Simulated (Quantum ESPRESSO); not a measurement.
## Band energies of NaI at +2 % isotropic strain

```xyz
2
Lattice="0.0000 3.2643 3.2643 3.2643 0.0000 3.2643 3.2643 3.2643 0.0000" Properties=species:S:1:pos:R:3 pbc="T T T"
Na     0.0000     0.0000     0.0000
I      3.2643     3.2643     3.2643
```

PBEsol (pw.x of Quantum ESPRESSO, ONCV potentials, scalar-relativistic); path ΓXWKΓLUWLK,UX; energies in eV from the valence-band maximum.

```csv
k (1/Å),point,band 4,band 5,band 6,band 7,band 8,band 9,band 10,band 11
0.00,Γ,-22.32,-11.00,0.00,0.00,0.00,3.44,7.88,7.88
0.43,,-22.32,-10.85,-1.04,-0.33,-0.33,4.99,6.46,7.50
0.96,X,-22.32,-10.64,-1.85,-0.72,-0.72,4.43,5.48,9.55
1.44,W,-22.32,-10.63,-1.37,-1.37,-0.90,5.74,7.34,7.34
1.56,,-22.32,-10.63,-1.49,-1.29,-0.82,5.59,6.85,7.86
1.78,K,-22.32,-10.64,-1.59,-1.30,-0.58,5.14,6.57,8.48
1.99,,-22.32,-10.67,-1.63,-1.23,-0.40,5.79,6.92,7.64
2.50,,-22.32,-10.92,-0.77,-0.21,-0.04,4.43,7.20,8.02
2.80,Γ,-22.32,-11.00,0.00,0.00,0.00,3.44,7.88,7.88
3.01,,-22.32,-10.96,-0.45,-0.04,-0.04,3.96,7.48,8.03
3.43,,-22.32,-10.75,-1.89,-0.23,-0.23,4.96,7.52,7.52
3.64,L,-22.32,-10.71,-2.12,-0.27,-0.27,4.95,7.37,7.37
3.99,,-22.32,-10.67,-1.83,-0.95,-0.43,5.64,6.61,8.10
4.23,U,-22.32,-10.64,-1.59,-1.30,-0.58,5.14,6.57,8.48
4.57,W,-22.32,-10.63,-1.37,-1.37,-0.90,5.74,7.34,7.34
4.96,,-22.32,-10.68,-1.92,-0.76,-0.41,5.76,6.38,7.99
5.25,L,-22.32,-10.71,-2.12,-0.27,-0.27,4.95,7.37,7.37
5.42,,-22.32,-10.70,-2.05,-0.47,-0.31,5.26,6.88,7.58
5.84,K,-22.32,-10.64,-1.59,-1.30,-0.58,5.14,6.57,8.48
5.84,U,-22.32,-10.64,-1.59,-1.30,-0.58,5.14,6.57,8.48
6.18,X,-22.32,-10.64,-1.85,-0.72,-0.72,4.43,5.48,9.55
```

The PBEsol gap is direct, 3.44 eV at Γ.

Spin-orbit coupling is left out, which matters for elements this heavy: edges can move by tenths of an eV.

Geometry strained from the cell relaxed with PBEsol, atoms relaxed again.
